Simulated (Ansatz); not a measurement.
**Mo3N4 under pressure**

All numbers below come from DFT PBEsol, scalar-relativistic, plane waves, PAW (Ansatz). Plane waves to 420 eV; Γ-centred k mesh 8×8×8; Fermi-Dirac smearing of 0.15 eV. No spin polarisation. Phonons by linear response, acoustic sum rule imposed.

Relaxed structure:
```cif
data_structure
_symmetry_space_group_name_H-M 'P 1'
_symmetry_Int_Tables_number 1
_cell_length_a 4.1657
_cell_length_b 4.1657
_cell_length_c 4.1657
_cell_angle_alpha 90.000
_cell_angle_beta 90.000
_cell_angle_gamma 90.000
_cell_volume 72.29
loop_
_atom_site_label
_atom_site_type_symbol
_atom_site_fract_x
_atom_site_fract_y
_atom_site_fract_z
_atom_site_occupancy
Mo1 Mo 0.50000 0.50000 0.00000 1
Mo2 Mo 0.00000 0.50000 0.50000 1
Mo3 Mo 0.50000 0.00000 0.50000 1
N1 N 0.50000 0.50000 0.50000 1
N2 N 0.50000 0.00000 0.00000 1
N3 N 0.00000 0.50000 0.00000 1
N4 N 0.00000 0.00000 0.50000 1
```

Its imaginary modes show that this cell, built by swapping an element in a database structure, isn't a minimum of the energy. In a metal, frequencies and elastic constants depend on the k mesh and the smearing, soft modes and shear constants most.

The cell is relaxed again at 2 and 6 GPa. How do volume, gap and optical modes at Γ (cm⁻¹, counted from the lowest optical one; a degenerate one stands once) change?

Answers

```tsv
	0 GPa	2 GPa	6 GPa
V/V0	1.000	0.994	0.983
gap (eV)	0.00	0.00	0.00
mode 1	298i	300i	304i
mode 4	87i	87i	88i
mode 7	303	312	328
mode 10	411	421	434
mode 13	425	428	440
mode 16	487	495	512
```